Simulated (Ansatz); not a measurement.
SiC (zinc blende)

```yaml
crystal:
  lattice:
    - [0.00000, 2.17831, 2.17831]
    - [2.17831, 0.00000, 2.17831]
    - [2.17831, 2.17831, 0.00000]
  atoms:
    - { symbol: C, position: [0.75000, 0.75000, 0.75000] }
    - { symbol: Si, position: [0.00000, 0.00000, 0.00000] }
```

The slice is a {111} plane (indices of the conventional cell) through the point (0.000, 0.000, 0.000) (fractional), spanned by u = [100] and v = [-1 2 0] in vectors of this cell: u (3.08 Å) and v (5.34 Å, at 90° to u). It covers one period; positions are fractions (u, v).

These are r2SCAN (plane waves to 500 eV, PAW, scalar-relativistic; Ansatz, a first-principles code) values and carry that method's errors. k mesh 13×13×13. Inside the PAW spheres the values are not all-electron values, and peaks at nuclei hang on which shells count as valence. SiC was relaxed with its symmetry unable to fall. The PAW data are Ansatz's earlier set.

Problem. Sketch the electrostatic potential energy of an electron, from the cell's mean on this plane as a map.

Solution. 
```
|xxxxxxxxxx002255777777552200xxxxxxxx|
|xxxxxxxxxx002244444444442200xxxxxxxx|
|xxxxxxxx00002222xxxxxx22220000xxxxxx|
|xxxxxx00002222xxxxxxxxxx22220000xxxx|
|00000000224422xxxxxxxxxx224433000000|
|00002244665533xxxxxxxxxx335566442200|
|44556677777755xxxxxxxxxx557788776655|
|7788888888886644xxxxxx44668899888888|
|999999999988664433223344668888999999|
|999999887766442200000022446677889999|
|999999775522000000000000003355779999|
|99998866220000xxxxxxxxxx000022668899|
|999977440000xxxxxxxxxxxxxx0000447799|
|9988662200xxxxxxxxxxxxxxxxxx00226688|
|9988661100xxxxxxxxxxxxxxxxxx00116688|
|8888551100xxxxxxxxxxxxxxxxxx00115588|
|7777552200xxxxxxxxxxxxxxxxxx00225577|
|4444442200xxxxxxxxxxxxxxxxxx00224444|
|xxxx22220000xxxxxxxxxxxxxx00002222xx|
|xxxxxx22220000xxxxxxxxxx00002222xxxx|
|xxxxxx22443300000000000000224422xxxx|
|xxxxxx33556644220000002244665533xxxx|
|xxxxxx55778877665544556677777755xxxx|
|xxxx446688998888887788888888886644xx|
|223344668888999999999999999988664433|
|000022446677889999999999887766442200|
|000000003355779999999999775522000000|
|xxxxxx00002266889999998866220000xxxx|
|xxxxxxxx0000447799999977440000xxxxxx|
|xxxxxxxxxx002266889988662200xxxxxxxx|
|xxxxxxxxxx001166889988661100xxxxxxxx|
|xxxxxxxxxx001155888888551100xxxxxxxx|
```
Scale: ten equal steps from 0.00 (start of '0') to 8.57 (end of '9'), in the order '0123456789'. Values: electrostatic potential energy of an electron, from the cell's mean, in eV. The map has 18 points along u (two characters each, u = 0 at the left) and 32 along v (v = 0 in the bottom row). Points within 0.8 Å of a nucleus are blanked (x), as the pseudised field means little there. Values under 0 eV are set to 0. The zero, the cell's mean, hangs on the PAW cores.
